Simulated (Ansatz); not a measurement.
Starting structure of a cell relaxation (symmetry kept):

```
Zn S
1.0
     3.81200    0.00000    0.00000
    -1.90600    3.30129    0.00000
     0.00000    0.00000   18.68999
Zn S
6 6
Direct
  0.00000 0.00000 0.00000
  0.00000 0.00000 0.50000
  0.33333 0.66667 0.16667
  0.66667 0.33333 0.66667
  0.66667 0.33333 0.33333
  0.33333 0.66667 0.83333
  0.00000 0.00000 0.12500
  0.00000 0.00000 0.62500
  0.33333 0.66667 0.29167
  0.66667 0.33333 0.79167
  0.66667 0.33333 0.45833
  0.33333 0.66667 0.95833
```

Theory: DFT r2SCAN, scalar-relativistic, plane waves, PAW (Ansatz 0.2.0).

Settings: cutoff 500 eV, Γ-centred mesh 6×6×2 on the computed 12-atom cell, Gaussian smearing of 0.02 eV; no spin polarisation.

**Question.** What does it relax to?

**Answer.** The volume goes down by 0.03 Å³/atom to 19.57 Å³/atom, and the energy changes by under 0.1 meV/atom. Final structure:
```yaml
crystal:
  lattice:
    - [3.80950, 0.00000, 0.00000]
    - [-1.90475, 3.29912, 0.00000]
    - [0.00000, 0.00000, 18.68847]
  atoms:
    - { symbol: Zn, position: [0.00000, 0.00000, 0.00003] }
    - { symbol: Zn, position: [0.00000, 0.00000, 0.50003] }
    - { symbol: Zn, position: [0.33333, 0.66667, 0.16681] }
    - { symbol: Zn, position: [0.66667, 0.33333, 0.66681] }
    - { symbol: Zn, position: [0.66667, 0.33333, 0.33326] }
    - { symbol: Zn, position: [0.33333, 0.66667, 0.83326] }
    - { symbol: S, position: [0.00000, 0.00000, 0.12511] }
    - { symbol: S, position: [0.00000, 0.00000, 0.62511] }
    - { symbol: S, position: [0.33333, 0.66667, 0.29165] }
    - { symbol: S, position: [0.66667, 0.33333, 0.79165] }
    - { symbol: S, position: [0.66667, 0.33333, 0.45813] }
    - { symbol: S, position: [0.33333, 0.66667, 0.95813] }
```

Course of the relaxation (steps run on the plane waves of an earlier cell, and the basis is chosen afresh near the end, so energy and pressure can step there; trial steps that raised the energy were taken back; energies are free energies):

| step | largest force component (eV/Å) | P (GPa) | V (Å³/atom) |
| --- | --- | --- | --- |
| 1 | 0.032 | -0.11 | 19.60 |
| 2 | 0.009 | -0.04 | 19.58 |
| 3 | 0.002 | 0.00 | 19.57 |
| 4 | 0.002 | 0.00 | 19.57 |

Cost: 1 run of about 1.4 core-minutes, on Intel Xeon 6975P-C (Granite Rapids) (shared hosts).